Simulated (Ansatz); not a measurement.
Several occupations of a wurtzite lattice at one composition, 6 Zn, 1 Zr, 3 In; 5 O, 5 N. Sites, in fractions of the cell 0.000 0.000 5.339; 0.000 5.708 0.000; -8.238 -2.854 0.000 Å:

| cell | sites |
| --- | --- |
| all | N (0.38 0.53 0.40), N (0.88 0.07 0.80), O (0.88 0.67 0.00), Zn (0.00 0.13 0.60), Zn (0.00 0.53 0.40), Zn (0.00 0.73 0.80) |
| 1 | In (0.50 0.07 0.80), In (0.50 0.47 0.60), In (0.50 0.67 0.00), N (0.38 0.93 0.20), N (0.88 0.27 0.20), N (0.88 0.87 0.40), O (0.38 0.13 0.60), O (0.38 0.33 0.00), O (0.38 0.73 0.80), O (0.88 0.47 0.60), Zn (0.00 0.33 0.00), Zn (0.00 0.93 0.20), Zn (0.50 0.27 0.20), Zr (0.50 0.87 0.40) |
| 2 | In (0.00 0.33 0.00), In (0.50 0.47 0.60), In (0.50 0.87 0.40), N (0.38 0.13 0.60), N (0.38 0.33 0.00), N (0.38 0.73 0.80), O (0.38 0.93 0.20), O (0.88 0.27 0.20), O (0.88 0.47 0.60), O (0.88 0.87 0.40), Zn (0.00 0.93 0.20), Zn (0.50 0.07 0.80), Zn (0.50 0.67 0.00), Zr (0.50 0.27 0.20) |
| 3 | In (0.00 0.33 0.00), In (0.00 0.93 0.20), In (0.50 0.27 0.20), N (0.38 0.73 0.80), N (0.38 0.93 0.20), N (0.88 0.47 0.60), O (0.38 0.13 0.60), O (0.38 0.33 0.00), O (0.88 0.27 0.20), O (0.88 0.87 0.40), Zn (0.50 0.07 0.80), Zn (0.50 0.67 0.00), Zn (0.50 0.87 0.40), Zr (0.50 0.47 0.60) |

Each was relaxed without symmetry on coarser meshes and computed once more. Level of theory: DFT PBE, scalar-relativistic, plane waves, PAW (Ansatz).

Settings: cutoff 420 eV, Γ-centred mesh 6×6×4 on the computed 20-atom cell, Gaussian smearing of 0.10 eV; no spin polarisation.

Warren–Cowley parameters of the first shell of the sublattice with most elements (negative: unlike neighbours preferred):
```tsv
cell	In-Zn	Zn-Zr	In-Zr
1	-0.02	-0.11	-0.11
2	-0.25	0.03	-0.39
3	-0.07	-0.53	0.72
```

Forces of up to 0.04 eV/Å remain on the final mesh.

Which occupation is lowest in energy, and by how much?

Cell 3.
```
cell E − E(lowest) (meV/atom) V (Å³/atom) gap on mesh (eV)
   3                       0.0        13.86              0.35
   2                      18.9        13.96              0.00
   1                      58.0        13.98              0.00
```

Cost: 6 runs of about 32 core-minutes in all (earlier runs that led there not counted), on Arm Neoverse V2 (shared hosts).